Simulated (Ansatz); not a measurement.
Property card of a Cu sheet

The cell was found from a structure generator's guess, not taken from experiment.

The calculation used DFT PBE, scalar-relativistic, plane waves, PAW (Ansatz). Plane waves to 420 eV, a k mesh through Γ of 26×26×1 on the computed 1-atom cell and Gaussian smearing (0.10 eV); no spin polarisation.

The sheet is periodic along a and b; c holds vacuum.

```
Cu
1.0
     2.41564   -0.25367    0.00000
    -0.98815    2.21884    0.00000
     0.00000    0.00000   23.80000
Cu
1
Cartesian
  0.0000 0.0000 7.0000
```

Energies count from the standard state of Cu at the same level.

```json
{
  "Layer group": "p6/mmm (No. 80)",
  "In-plane cell": "a = 2.429 Å, b = 2.429 Å, γ = 120.0°",
  "Area per atom": "5.11 Å²",
  "Thickness between the outermost nuclei": "0.00 Å",
  "Energy over the standard state": "+0.72 eV/atom",
  "Band gap over mesh and path": "none (metal or semimetal)",
  "Density of states at the Fermi level": "0.3 states/eV per cell",
  "Löwdin character within 0.5 eV of the Fermi level": "Cu 4s 54 %, Cu 3d 35 %, unprojected 11 %",
  "Bader charges (e)": "Cu1 0.00"
}
```

Levels along Γ–M–K–Γ, in eV from the Fermi level, sorted by energy at each point. Points in fractions of the primitive reciprocal vectors: Γ (0.000 0.000 0.000), M (0.500 0.000 0.000), K (0.333 0.333 0.000).
```
point  k (1/Å, with 2π)  band 7  band 8  band 9  band 10  band 11  band 12  band 13
    Γ             0.000   -2.57   -2.51   -1.33    -1.33     0.26     4.24     4.71
    -             0.213   -2.50   -2.46   -1.54    -1.35     0.60     4.41     4.89
    -             0.427   -2.33   -2.30   -1.94    -1.39     1.39     4.91     5.42
    -             0.640   -2.31   -2.14   -1.99    -1.45     2.46     5.74     6.30
    -             0.853   -2.48   -1.88   -1.64    -1.51     3.79     6.91     7.53
    -             1.067   -1.87   -1.57   -1.30    -1.04     5.37     8.35     9.09
    -             1.280   -1.70   -1.60   -1.05     0.62     7.16     7.19    10.40
    M             1.494   -1.64   -1.62   -0.97     1.69     5.82     8.50    10.67
    -             1.617   -1.65   -1.64   -1.08     1.87     5.84     8.57    10.72
    -             1.740   -1.72   -1.64   -1.37     2.32     5.93     8.78    10.87
    -             1.863   -1.84   -1.71   -1.63     2.95     6.07     9.13    11.11
    -             1.986   -2.06   -1.99   -1.63     3.69     6.28     9.59    11.46
    -             2.109   -2.38   -2.15   -1.62     4.53     6.55    10.15    10.51
    -             2.233   -2.59   -2.31   -1.62     5.44     6.80     8.92    10.76
    K             2.356   -2.46   -2.46   -1.62     6.42     6.42     8.17    11.16
    -             2.602   -2.64   -2.18   -1.62     3.73     8.61     9.28     9.30
    -             2.849   -2.76   -1.91   -1.65     1.22     6.86     9.76    10.54
    -             3.095   -2.68   -1.79   -1.69    -0.61     4.77     7.81     8.46
    -             3.341   -2.43   -2.03   -1.65    -1.53     3.05     6.24     6.83
    -             3.588   -2.28   -2.18   -2.05    -1.42     1.69     5.13     5.66
    -             3.834   -2.48   -2.44   -1.60    -1.35     0.70     4.46     4.95
    Γ             4.080   -2.57   -2.51   -1.33    -1.33     0.26     4.24     4.71
```

The last run used a 26×26×1 mesh for its 1-atom cell and Gaussian smearing of 0.10 eV.
